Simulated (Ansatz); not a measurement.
Given:

GaNi$_{3}$C:
```cif
data_CGaNi3
_chemical_formula_sum 'Ga1 C1 Ni3'
_space_group_name_H-M_alt 'P 1'
_space_group_IT_number 1
_cell_length_a 3.78353
_cell_length_b 3.78353
_cell_length_c 3.78353
_cell_angle_alpha 90.000
_cell_angle_beta 90.000
_cell_angle_gamma 90.000
loop_
_space_group_symop_operation_xyz
  'x, y, z'
loop_
_atom_site_label
_atom_site_type_symbol
_atom_site_fract_x
_atom_site_fract_y
_atom_site_fract_z
_atom_site_occupancy
Ga1 Ga 0.00000 0.00000 0.00000 1
C1 C 0.50000 0.50000 0.50000 1
Ni1 Ni 0.00000 0.50000 0.50000 1
Ni2 Ni 0.50000 0.50000 0.00000 1
Ni3 Ni 0.50000 0.00000 0.50000 1
```

This is the PBE-relaxed structure.

Q: All from PBE in the plane-wave PAW code Ansatz, unless another level is named. Predict the electronic character.

A: metallic (no gap).

Q: Next, the density of states at the Fermi level?

A: 0.49 states/eV per atom (mean over ±0.08 eV).

Q: And the formation energy from the elements (no fitted shifts)?

A: -0.072 eV/atom.

Q: And the gap with spin–orbit coupling?

A: none (metallic).

Space group Pm-3m (anti-perovskite). A made-up cell: these elements were put on the sites of a structure type; the Crystallography Open Database copy checked does not list it. Whether it is the stable phase at ambient conditions was not checked. Symmetry was held in the PBE relaxation; its stability against distortions is not shown here. The workflow began spin-polarised and lost its moments. The references are the lowest solids computed at this level, not always the standard phases. Spin–orbit coupling is left out wherever it is not named.

Potentials: the later of the program's two PAW sets.
